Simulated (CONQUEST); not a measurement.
Set-up for a self-consistent single point of InSe (P6_3/mmc, 16 atoms in the cell; from Materials Project mp-20485).

```
CELL_PARAMETERS angstrom
      4.04173     0.00000     0.00000
      0.00000     7.00048     0.00000
      0.00000     0.00000    17.42844
ATOMIC_POSITIONS crystal
  In 0.00000 0.33333 0.33030
  In 0.50000 0.16667 0.66970
  In 0.50000 0.16667 0.83030
  In 0.00000 0.33333 0.16970
  In 0.50000 0.83333 0.33030
  In 0.00000 0.66667 0.66970
  In 0.00000 0.66667 0.83030
  In 0.50000 0.83333 0.16970
  Se 0.00000 0.33333 0.59732
  Se 0.50000 0.16667 0.40268
  Se 0.50000 0.16667 0.09732
  Se 0.00000 0.33333 0.90268
  Se 0.50000 0.83333 0.59732
  Se 0.00000 0.66667 0.40268
  Se 0.00000 0.66667 0.09732
  Se 0.50000 0.83333 0.90268
```

Level of theory: RPBE, numerical atomic orbitals double-zeta with polarisation (the shipped basis), PseudoDojo norm-conserving potentials made for PBE run with CONQUEST 1.3.

CONQUEST settings:

- basis: DZP
- Diag.MPMeshX, Y, Z: 3 2 1
- potentials: PseudoDojo norm-conserving PBE
- General.DifferentFunctional: true
- General.FunctionalType: 103
- Grid.GridCutoff: 140 Ha
- DM.SolutionMethod: diagon
- Diag.kT: 0.000735 Ha
- Diag.GammaCentred: true
- minE.SCTolerance: 1.0e-06
- SC.MaxIters: 100
- SC.LinearMixingFactor: 0.5
- AtomMove.TypeOfRun: static

Results:

- Number of valence electrons = 232
- Number of bands = 288
- Number of k-points after the program's reduction = 5
- Size of the basis = 288
- Number of SCF iterations = 7
- FFT grid = 48 × 72 × 180
- Free energy E − TS = -40883.2913 eV
- Pressure = 4.10 GPa
- Largest force (vector length) = 0.482 eV/Å

Forces (eV/Å):
| atom | Fx | Fy | Fz |
|---|---|---|---|
| In1 | -0.001 | 0.017 | -0.336 |
| In2 | -0.001 | -0.017 | 0.336 |
| In3 | -0.001 | -0.017 | -0.336 |
| In4 | -0.001 | 0.017 | 0.336 |
| In5 | -0.001 | 0.017 | -0.336 |
| In6 | -0.001 | -0.017 | 0.336 |
| In7 | -0.001 | -0.017 | -0.336 |
| In8 | -0.001 | 0.017 | 0.336 |
| Se9 | -0.002 | 0.017 | -0.482 |
| Se10 | -0.002 | -0.017 | 0.482 |
| Se11 | -0.002 | -0.017 | -0.482 |
| Se12 | -0.002 | 0.017 | 0.482 |
| Se13 | -0.002 | 0.017 | -0.482 |
| Se14 | -0.002 | -0.017 | 0.482 |
| Se15 | -0.002 | -0.017 | -0.482 |
| Se16 | -0.002 | 0.017 | 0.482 |

For comparison: a first run (DFT, PBE, numerical atomic orbitals double-zeta with polarisation (the shipped basis), PseudoDojo norm-conserving potentials made for PBE) was changed to give this one (General.DifferentFunctional: default → true; General.FunctionalType: default → 103), and from it to this one the pressure goes from 2.40 to 4.10 GPa and the largest force goes from 0.382 to 0.482 eV/Å.

The program uses no crystal symmetry, so grid and mesh can part values that symmetry would make equal. The atom-centred basis is finite, which shifts total energies, pressures and forces against plane waves. The potentials were made for another functional than the one used. The structure comes from a collection of computed structures, made at another level of theory; the collection holds predicted forms beside known ones.

Cost on one core: about 100 core-seconds (a rough figure).
